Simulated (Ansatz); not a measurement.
**NiCl3: what a change of element does**

Level of theory: DFT, PBEsol, scalar-relativistic, spin polarisation where moments were expected; plane waves to 420 eV with PAW datasets (Ansatz 0.2.0), Gaussian smearing of 0.05 eV.

NiCl3 was relaxed to zero pressure in the ReO3-type structure, built from a prototype.

It takes space group Pm-3m (No. 221, cubic). The conventional cell has a = 4.519 Å, b = 4.519 Å, c = 4.519 Å, α = 90.00°, β = 90.00°, γ = 90.00°. Ni (site symmetry m-3m) has 6 Cl at 2.26 Å as nearest neighbours. Around Cl (site symmetry 4/mmm) lie 2 Ni at 2.26 Å. Neighbours are those within 15 % of a site's shortest distance, so a longer bond may be listed from one end only.

Results for NiCl3†: a (Å) 4.519, V (Å³/atom) 23.07, shortest unlike bond (Å) 2.26, gap (eV) metal, B0 (GPa) 57, E_f (eV/atom) -0.30.

**Question.** All Cl is replaced by I and the cell relaxed again in the same space group. What comes out?

**Answer.** NiI3†: a (Å) 5.228, V (Å³/atom) 35.72, shortest unlike bond (Å) 2.61, gap (eV) metal, B0 (GPa) 37, E_f (eV/atom) 0.14.

The volume changes by +54.8 %, or +15.7 % in mean length, and the shortest unlike bond by 0.35 Å. The bulk modulus goes from 57.3 to 36.7 GPa. The formation energy moves by 0.44 eV/atom, so NiCl3 lies below its elements and the other above them.

Whether NiCl3 and NiI3 form in this structure isn't claimed. † A lower electronic state or magnetic order may exist, which would shift these entries. Without a Hubbard U or exact exchange, open d and f levels lie too near the Fermi level, so the metal or small gap found for NiCl3, NiI3 may be the functional's error. The PAW datasets are PBE ones. E_f is the formation energy from the elements run alike, at 0 K, without zero-point energy or any correction for the binding of gas molecules or dispersion between the molecules, chains or layers of the solid elements; it is good to about 0.01 eV/atom as a calculation.

All runs used the PAW datasets of the set soft_2.
